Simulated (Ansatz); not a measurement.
This Sn4S structure is the end of a relaxation. The cell was found from a structure generator's guess, not taken from experiment.

Computed with DFT PBE, scalar-relativistic, plane waves, PAW (Ansatz). Cutoff 420 eV, Γ-centred mesh, Gaussian smearing, no spin polarisation.

```
Sn S
1.0
     4.34767    0.00000    0.00000
     0.00000    4.34767    0.00000
     0.00000    0.00000    7.60467
Sn S
4 1
Direct
  0.00000 0.50000 0.28943
  0.50000 0.00000 0.28943
  0.00000 0.50000 0.71057
  0.50000 0.00000 0.71057
  0.00000 0.00000 0.00000
```

Energies over the elements count from the elements' standard structures at the same level, with no fitted energy shifts. The references include grey tin.

(1) Find its symmetry and describe it.

(2) What is its formation energy per atom?

(3) Is it a metal?

## Answers

(1) P4/mmm (No. 123). Conventional cell: a = 4.348 Å, c = 7.605 Å. Sn has 5 Sn at 3.07–3.20 Å and 2 S at 3.09 Å; around S lie 8 Sn at 3.09 Å.

(2) +0.14 eV/atom. It can't be a ground state, since the elements alone are lower.

(3) Yes, bands cross the Fermi level on the 10×10×6 mesh.

The last run used a 10×10×6 mesh (in the run's order of axes) for its 5-atom cell and Gaussian smearing of 0.10 eV. The reference form of S is held partly by dispersion forces, which this level lacks. A structure relaxed within its symmetry needn't be a true minimum.
